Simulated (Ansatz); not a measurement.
# Computed properties of LaBi

LaBi:
Space group Fm-3m (No. 225); a = 6.5019 Å, b = 6.5019 Å, c = 6.5019 Å, α = 90.00°, β = 90.00°, γ = 90.00°

| atom | site | symmetry | x | y | z |
|---|---|---|---|---|---|
| La | 4b | m-3m | 0.5000 | 0.5000 | 0.5000 |
| Bi | 4a | m-3m | 0.0000 | 0.0000 | 0.0000 |
(The calculation used a cell of 2 atoms; values per cell refer to that cell.)

Space group Fm-3m (No. 225), rock salt; conventional cell a = b = c = 6.5019 Å, α = β = γ = 90.00°.

Method: DFT-LDA in the program Ansatz with PAW potentials. Geometry: relaxed at this level of theory. Other levels are named where they apply.

**Cell and energy**

- Volume per atom: 34.36 Å³
- Density: 8.41 g/cm³
- Formation energy from the elements (no fitted shifts): -1.07 eV/atom

**Electronic structure**

* **Electronic character**: metallic (no gap)
* **Density of states at the Fermi level**: 0.12 states/eV per atom (mean over ±0.08 eV)

**Mechanics**

- Bulk modulus (Birch–Murnaghan fit): 56.4 GPa
- Pressure derivative B′: 4.3
- Elastic constants (relaxed ions, GPa): C11 = 143, C12 = 13.2, C44 = 16.5
- Mechanical stability: stable (all eigenvalues of C positive)
- Hill bulk and shear moduli: 56.4 and 29.7 GPa
- Young's modulus: 75.7 GPa
- Poisson's ratio: 0.28
- Debye temperature from the elastic constants: 192 K

**Phonons**

- Highest zone-centre frequency = 112 cm^-1
- Zone-centre stability = no imaginary mode at Γ

The first step of the workflow began from a Materials Project structure, measured or hypothetical; the Crystallography Open Database files this formula in space group No. 225, but the cells were not matched. Its standing as an ambient phase is unchecked. The LDA relaxation kept the symmetry of its start. As this level gives no gap, shear constants depend on the k-mesh and smearing (Fermi–Dirac, 0.1 eV here). As this level gives no gap, phonon frequencies hold no LO–TO term and depend on the k-mesh and smearing (Fermi–Dirac, 0.1 eV here). The references are the lowest solids computed at this level, not always the standard phases. Scalar-relativistic: spin–orbit coupling is off unless named, which matters more the heavier the elements.

Potentials: the later of the program's two PAW sets.
